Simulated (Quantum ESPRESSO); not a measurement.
Al3ZnO5F, finding a planted mistake in a log

Simulated, not a measurement. The program is pw.x of Quantum ESPRESSO 7.5 (plane-wave density functional theory). The cell is made up: 10 atoms on a corundum lattice, with randomly drawn elements, strain and displacements, not relaxed. PseudoDojo standard norm-conserving files (v0.5 for PBE, v0.4.1 for LDA and PBEsol) set the functional; there is no spin polarisation, spin-orbit coupling or dispersion term, and the masses in the input are unused placeholders.

Intended input:

```
&control calculation='scf', pseudo_dir='./dojo.nc.sr.pbe.v0_5.standard.upf', outdir='./o', disk_io='low', tprnfor=.true., tstress=.true. /
&system ibrav=0, nat=10, ntyp=4, nbnd=39, ecutwfc=84.00895049, nosym=.true., tot_charge=0,
 occupations='smearing', smearing='fd', degauss=0.0018374661
/
&electrons conv_thr=7.350e-09, electron_maxstep=60, /
ATOMIC_SPECIES
Al 1.0 Al.upf
F 1.0 F.upf
O 1.0 O.upf
Zn 1.0 Zn.upf
CELL_PARAMETERS angstrom
2.3365 1.3525 4.3342
-2.4813 1.3445 4.4164
-0.0793 -2.8042 4.4093
ATOMIC_POSITIONS angstrom
Al -0.0639 -0.0447 4.7201
Al 0.0271 0.0484 1.9762
Zn -0.1456 -0.0829 8.4532
Al -0.1963 -0.0776 11.1579
O -1.0406 1.3271 7.6882
O -0.8315 -1.556 7.6786
F 1.5416 0.0818 7.7433
O 0.878 -1.4237 5.5405
O 0.6705 1.5463 5.4095
O -1.7939 -0.1072 5.5047
K_POINTS automatic
6 6 6 1 1 1
```

The log is shortened where brackets say so; the opening notice, blank lines, dates and the lines on written files are dropped, and the path of the files is cut. It prints rydbergs, bohrs and kilobars, and counts compression as positive stress. Where no state is partly filled, the Fermi energy that it prints is only some level between the filled and the empty states on the mesh, and need not lie in the true gap.

Log of the intended run:

```
     Program PWSCF v.7.5
     Parallel version (MPI & OpenMP), running on       4 processor cores
     Number of MPI processes:                 4
     Threads/MPI process:                     1
     [start-up lines left out]
     bravais-lattice index     =            0
     lattice parameter (alat)  =       9.6494  a.u.
     unit-cell volume          =     592.0401 (a.u.)^3
     number of atoms/cell      =           10
     number of atomic types    =            4
     number of electrons       =        66.00
     number of Kohn-Sham states=           39
     kinetic-energy cutoff     =      84.0090  Ry
     charge density cutoff     =     336.0358  Ry
     scf convergence threshold =      7.3E-09
     mixing beta               =       0.7000
     number of iterations used =            8  plain     mixing
     Exchange-correlation= PBE
                           (   1   4   3   4   0   0   0)
     [axes and pseudopotential details left out]
   Cartesian axes
     site n.     atom                  positions (alat units)
         1        Al     tau(   1) = (  -0.0125141  -0.0087540   0.9243772  )
         2        Al     tau(   2) = (   0.0053072   0.0094786   0.3870160  )
         3        Zn     tau(   3) = (  -0.0285141  -0.0162350   1.6554618  )
         4        Al     tau(   4) = (  -0.0384431  -0.0151971   2.1851461  )
         5        O      tau(   5) = (  -0.2037895   0.2598972   1.5056454  )
         6        O      tau(   6) = (  -0.1628397  -0.3047247   1.5037653  )
         7        F      tau(   7) = (   0.3019046   0.0160196   1.5164361  )
         8        O      tau(   8) = (   0.1719462  -0.2788152   1.0850431  )
         9        O      tau(   9) = (   0.1313097   0.3028250   1.0593882  )
        10        O      tau(  10) = (  -0.3513146  -0.0209939   1.0780320  )
     number of k points=   108  Fermi-Dirac smearing, width (Ry)=  0.0018
     Number of k-points >= 100: set verbosity='high' to print them.
     Dense  grid:    61637 G-vectors     FFT dimensions: (  60,  60,  60)
     Estimated max dynamical RAM per process >     216.57 MB
     Estimated total dynamical RAM >     821.13 MB
     Initial potential from superposition of free atoms
     starting charge      65.9925, renormalised to      66.0000
     Starting wfcs are   46 randomized atomic wfcs
     total cpu time spent up to now is       14.9 secs
     per-process dynamical memory:   189.7 Mb
     Self-consistent Calculation
     iteration #  1     ecut=    84.01 Ry     beta= 0.70
     Davidson diagonalization with overlap
     ethr =  1.00E-02,  avg # of iterations =  3.4
     total cpu time spent up to now is       54.4 secs
     total energy              =    -646.64109791 Ry
     estimated scf accuracy    <       2.04745166 Ry
     iteration #  2     ecut=    84.01 Ry     beta= 0.70
     Davidson diagonalization with overlap
     ethr =  3.10E-03,  avg # of iterations =  2.3
     total cpu time spent up to now is       85.5 secs
     total energy              =    -647.23672273 Ry
     estimated scf accuracy    <       1.45802699 Ry
     [iterations 3 to 9 left out]
     iteration # 10     ecut=    84.01 Ry     beta= 0.70
     Davidson diagonalization with overlap
     ethr =  1.64E-10,  avg # of iterations =  2.0
     total cpu time spent up to now is      373.0 secs
     total energy              =    -647.50916968 Ry
     estimated scf accuracy    <       0.00000001 Ry
     iteration # 11     ecut=    84.01 Ry     beta= 0.70
     Davidson diagonalization with overlap
     ethr =  1.68E-11,  avg # of iterations =  2.1
     total cpu time spent up to now is      405.7 secs
     End of self-consistent calculation
     Number of k-points >= 100: set verbosity='high' to print the bands.
     the Fermi energy is    12.2502 ev
!    total energy              =    -647.50916968 Ry
     estimated scf accuracy    <          4.9E-09 Ry
     smearing contrib. (-TS)   =       0.00000000 Ry
     internal energy E=F+TS    =    -647.50916968 Ry
     The total energy is F=E-TS. E is the sum of the following terms:
     one-electron contribution =    -437.03302822 Ry
     hartree contribution      =     259.65559989 Ry
     xc contribution           =    -105.81007024 Ry
     ewald contribution        =    -364.32167111 Ry
     convergence has been achieved in  11 iterations
     Forces acting on atoms (cartesian axes, Ry/au):
     atom    1 type  1   force =     0.02100618    0.07641608    0.02702547
     atom    2 type  1   force =     0.00213081    0.03687274   -0.05074260
     atom    3 type  4   force =    -0.06499489    0.02576718    0.03901513
     atom    4 type  1   force =     0.06238995   -0.06330972   -0.02936597
     atom    5 type  3   force =    -0.07420733    0.09554354   -0.05083278
     atom    6 type  3   force =    -0.08611721   -0.13547932   -0.05350342
     atom    7 type  2   force =     0.12995939   -0.01746685   -0.07353817
     atom    8 type  3   force =    -0.08300617    0.04108017    0.02486401
     atom    9 type  3   force =     0.05647568   -0.10209122    0.09566039
     atom   10 type  3   force =     0.03636359    0.04266739    0.07141795
     Total force =     0.367125     Total SCF correction =     0.000040
     Computing stress (Cartesian axis) and pressure
          total   stress  (Ry/bohr**3)                   (kbar)     P=      176.11
   0.00112570   0.00021572   0.00014784          165.60       31.73       21.75
   0.00021572   0.00145417   0.00024142           31.73      213.92       35.51
   0.00014784   0.00024142   0.00101166           21.75       35.51      148.82
     init_run     :     13.68s CPU     14.67s WALL (       1 calls)
     electrons    :    385.83s CPU    390.82s WALL (       1 calls)
     forces       :      5.05s CPU      5.17s WALL (       1 calls)
     stress       :     16.54s CPU     16.75s WALL (       1 calls)
     [timing details left out]
     PWSCF        :   7m 1.60s CPU   7m 8.30s WALL
     JOB DONE.
```

A second run was made from an input with one planted mistake. Its log:

```
     Program PWSCF v.7.5
     Parallel version (MPI & OpenMP), running on       4 processor cores
     Number of MPI processes:                 4
     Threads/MPI process:                     1
     [start-up lines left out]
     bravais-lattice index     =            0
     lattice parameter (alat)  =       9.6494  a.u.
     unit-cell volume          =     592.0401 (a.u.)^3
     number of atoms/cell      =           10
     number of atomic types    =            4
     number of electrons       =        66.00
     number of Kohn-Sham states=           57
     kinetic-energy cutoff     =      84.0090  Ry
     charge density cutoff     =     336.0358  Ry
     scf convergence threshold =      7.3E-09
     mixing beta               =       0.7000
     number of iterations used =            8  plain     mixing
     Exchange-correlation= PBE
                           (   1   4   3   4   0   0   0)
     [axes and pseudopotential details left out]
   Cartesian axes
     site n.     atom                  positions (alat units)
         1        Al     tau(   1) = (  -0.0125141  -0.0087540   0.9243772  )
         2        Al     tau(   2) = (   0.0053072   0.0094786   0.3870160  )
         3        Zn     tau(   3) = (  -0.0285141  -0.0162350   1.6554618  )
         4        Al     tau(   4) = (  -0.0384431  -0.0151971   2.1851461  )
         5        O      tau(   5) = (  -0.2037895   0.2598972   1.5056454  )
         6        O      tau(   6) = (  -0.1628397  -0.3047247   1.5037653  )
         7        F      tau(   7) = (   0.3019046   0.0160196   1.5164361  )
         8        O      tau(   8) = (   0.1719462  -0.2788152   1.0850431  )
         9        O      tau(   9) = (   0.1313097   0.3028250   1.0593882  )
        10        O      tau(  10) = (  -0.3513146  -0.0209939   1.0780320  )
     number of k points=   108  Fermi-Dirac smearing, width (Ry)=  0.0419
     Number of k-points >= 100: set verbosity='high' to print them.
     Dense  grid:    61637 G-vectors     FFT dimensions: (  60,  60,  60)
     Estimated max dynamical RAM per process >     284.59 MB
     Estimated total dynamical RAM >       1.07 GB
     Initial potential from superposition of free atoms
     starting charge      65.9925, renormalised to      66.0000
     Starting wfcs are   46 randomized atomic wfcs +   11 random wfcs
     total cpu time spent up to now is       17.5 secs
     per-process dynamical memory:   247.6 Mb
     Self-consistent Calculation
     iteration #  1     ecut=    84.01 Ry     beta= 0.70
     Davidson diagonalization with overlap
     ethr =  1.00E-02,  avg # of iterations =  7.4
     total cpu time spent up to now is       80.5 secs
     total energy              =    -646.68869867 Ry
     estimated scf accuracy    <       1.98639022 Ry
     iteration #  2     ecut=    84.01 Ry     beta= 0.70
     Davidson diagonalization with overlap
     ethr =  3.01E-03,  avg # of iterations =  2.0
     total cpu time spent up to now is      122.2 secs
     total energy              =    -647.20373787 Ry
     estimated scf accuracy    <       1.49011722 Ry
     [iterations 3 to 8 left out]
     iteration #  9     ecut=    84.01 Ry     beta= 0.70
     Davidson diagonalization with overlap
     ethr =  6.96E-10,  avg # of iterations =  2.0
     total cpu time spent up to now is      433.3 secs
     total energy              =    -647.51072965 Ry
     estimated scf accuracy    <       0.00000011 Ry
     iteration # 10     ecut=    84.01 Ry     beta= 0.70
     Davidson diagonalization with overlap
     ethr =  1.68E-10,  avg # of iterations =  1.9
     total cpu time spent up to now is      473.2 secs
     End of self-consistent calculation
     Number of k-points >= 100: set verbosity='high' to print the bands.
     the Fermi energy is    12.5937 ev
!    total energy              =    -647.51072967 Ry
     estimated scf accuracy    <          3.4E-09 Ry
     smearing contrib. (-TS)   =      -0.00898932 Ry
     internal energy E=F+TS    =    -647.50174036 Ry
     The total energy is F=E-TS. E is the sum of the following terms:
     one-electron contribution =    -436.97568995 Ry
     hartree contribution      =     259.60014456 Ry
     xc contribution           =    -105.80452385 Ry
     ewald contribution        =    -364.32167111 Ry
     convergence has been achieved in  10 iterations
     Forces acting on atoms (cartesian axes, Ry/au):
     atom    1 type  1   force =     0.02097212    0.07589833    0.02698287
     atom    2 type  1   force =     0.00203116    0.03648711   -0.05063058
     atom    3 type  4   force =    -0.06481172    0.02580242    0.03925930
     atom    4 type  1   force =     0.06217269   -0.06271616   -0.02895374
     atom    5 type  3   force =    -0.07368620    0.09484143   -0.05050114
     atom    6 type  3   force =    -0.08540268   -0.13469706   -0.05331860
     atom    7 type  2   force =     0.12903927   -0.01716909   -0.07287788
     atom    8 type  3   force =    -0.08261475    0.04062100    0.02457288
     atom    9 type  3   force =     0.05594060   -0.10135114    0.09491418
     atom   10 type  3   force =     0.03635949    0.04228317    0.07055272
     Total force =     0.364638     Total SCF correction =     0.000203
     Computing stress (Cartesian axis) and pressure
          total   stress  (Ry/bohr**3)                   (kbar)     P=      178.65
   0.00114817   0.00021455   0.00014291          168.90       31.56       21.02
   0.00021455   0.00146809   0.00024091           31.56      215.96       35.44
   0.00014291   0.00024091   0.00102715           21.02       35.44      151.10
     init_run     :     10.79s CPU     11.57s WALL (       1 calls)
     electrons    :    451.63s CPU    455.89s WALL (       1 calls)
     forces       :      5.75s CPU      5.86s WALL (       1 calls)
     stress       :     18.66s CPU     18.77s WALL (       1 calls)
     [timing details left out]
     PWSCF        :   8m13.06s CPU   8m18.65s WALL
     JOB DONE.
```

Question: what was wrong in the second input?

Answer: the smearing is too wide. The input lines that differ, file-writing options aside:

```
- &system ibrav=0, nat=10, ntyp=4, nbnd=39, ecutwfc=84.00895049, nosym=.true., tot_charge=0,
+ &system ibrav=0, nat=10, ntyp=4, nbnd=57, ecutwfc=84.00895049, nosym=.true., tot_charge=0,
-  occupations='smearing', smearing='fd', degauss=0.0018374661
+  occupations='smearing', smearing='fd', degauss=0.0418942273
```

```
                                            intended run  run with the mistake
                          free energy (eV)     -8809.811             -8809.832
                    smearing term -TS (eV)        0.0000               -0.1223
                            pressure (GPa)         17.61                 17.87
            largest force component (eV/Å)         3.483                 3.463
largest change of a force component (eV/Å)                               0.024
                                iterations            11                    10
```

For scale, a rerun of the intended cell at a cutoff of 1437 eV and k mesh 8 x 8 x 8 moved values by no more than 0.003 eV in energy, 0.03 GPa in stress and 0.002 eV/Å in force. The number of bands, nbnd, was set by rule from the electron count and the smearing, so it follows the mistake.